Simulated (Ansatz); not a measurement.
A geometry of Nb away from equilibrium: step 2 of the relaxation of a relaxed Nb cell displaced along its unstable phonon at q = (½, ½, 0) of its primitive reciprocal cell (181i cm⁻¹), largest move 0.15 Å. Calculation: r2SCAN (plane waves to 500 eV, PAW, scalar-relativistic; Ansatz, a quantum-chemistry and plane-wave program). Γ-centred k-mesh 12×12×12 on the run's cell (coarser than for final values), Fermi–Dirac smearing 0.05 eV.

```
CELL_PARAMETERS angstrom
      5.36718     0.00000     0.00000
      2.68359     2.68359     0.00000
      0.00000     0.00000     2.70921
ATOMIC_POSITIONS crystal
  Nb 0.00000 0.00000 0.12735
  Nb 0.50000 0.00000 0.87265
```

Question: Predict the force on each atom, in eV/Å.

Answer: 
| atom | Fx | Fy | Fz |
|---|---|---|---|
| Nb1 | 0.00 | 0.00 | 1.41 |
| Nb2 | 0.00 | 0.00 | -1.41 |

Question: What is the pressure?

Answer: -3.0 GPa, compression positive.

Question: How far above the relaxed end point is this geometry?

Answer: 0.61 eV/atom; the path ends in Im-3m (No. 229) (bcc (W type)).

No spin polarisation in the result.

The run could not lose the symmetry of its start.

Of the parent cell (Pm-3m (No. 221)): it is a generated cell of Nb: the first start was made by placing the elements on the sites of a structure type, and the end was not matched to a known phase here, so it may be hypothetical. Known forms of Nb include space group No. 229.
